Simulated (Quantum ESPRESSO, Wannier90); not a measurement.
Wannier functions of Ge$_{2}$Mo (I4/mmm)

```xyz
3
Lattice="0.0000 -3.3202 0.0000 3.3202 0.0000 0.0000 -1.6601 1.6601 4.0932" Properties=species:S:1:pos:R:3 pbc="T T T"
Ge    -1.6601     1.6601     1.3235
Ge     1.6601    -1.6601    -1.3235
Mo     0.0000     0.0000     0.0000
```

Cell from Materials Project (mp-10201), symmetrised, no further relaxation. Not found in the COD (Crystallography Open Database) copy used, which has the formula in other groups; not checked further. Computed values, not measurements, from PBEsol: Quantum ESPRESSO (norm-conserving PseudoDojo potentials, cutoff 64 Ry, spinors with spin-orbit coupling) on a Γ-centred 6×6×6 mesh, then Wannier90. Density: 10×10×10 mesh, cold smearing 0.01 Ry.

A tight-binding model is made by disentanglement and projection with no localisation steps (num_iter = 0), so the 34 orbitals stay atom-like: hydrogen-like Ge: s;p; Mo: s;p;d, axes along x, y, z; frozen window up to 1.50 eV relative to the Fermi level. It follows pw.x to 9.5 meV rms for states up to 1.0 eV relative to the Fermi level. Matrix elements depend on this choice of orbitals and windows.

Task: What are the on-site energies relative to the Fermi level, and how fast do the hoppings decay?

Result: 
```json
[
 {"atom": "Ge1", "orbitals": "s↑ s↓", "energy (eV)": "-5.14"},
 {"atom": "Ge1", "orbitals": "pz↑ pz↓", "energy (eV)": "3.26"},
 {"atom": "Ge1", "orbitals": "px↑ px↓ py↑ py↓", "energy (eV)": "2.94"},
 {"atom": "Ge2", "orbitals": "s↑ s↓", "energy (eV)": "-5.14"},
 {"atom": "Ge2", "orbitals": "pz↑ pz↓", "energy (eV)": "3.26"},
 {"atom": "Ge2", "orbitals": "px↑ px↓ py↑ py↓", "energy (eV)": "2.94"},
 {"atom": "Mo3", "orbitals": "s↑ s↓", "energy (eV)": "4.49"},
 {"atom": "Mo3", "orbitals": "pz↑ pz↓", "energy (eV)": "9.72"},
 {"atom": "Mo3", "orbitals": "px↑ px↓ py↑ py↓", "energy (eV)": "9.39"},
 {"atom": "Mo3", "orbitals": "dz2↑ dz2↓", "energy (eV)": "-0.11"},
 {"atom": "Mo3", "orbitals": "dxz↑ dxz↓ dyz↑ dyz↓", "energy (eV)": "-0.02"},
 {"atom": "Mo3", "orbitals": "dx2-y2↑ dx2-y2↓", "energy (eV)": "-0.18"},
 {"atom": "Mo3", "orbitals": "dxy↑ dxy↓", "energy (eV)": "-0.03"}
]
```

| distance of the centres (Å) | largest modulus (eV) |
|---|---|
| 2–3 | 3.2 |
| 3–4 | 1.5 |
| 4–5 | 0.23 |
| 5–6 | 0.87 |
| 6–7 | 0.073 |
| 7–8 | 0.048 |
| 8–9 | 0.27 |
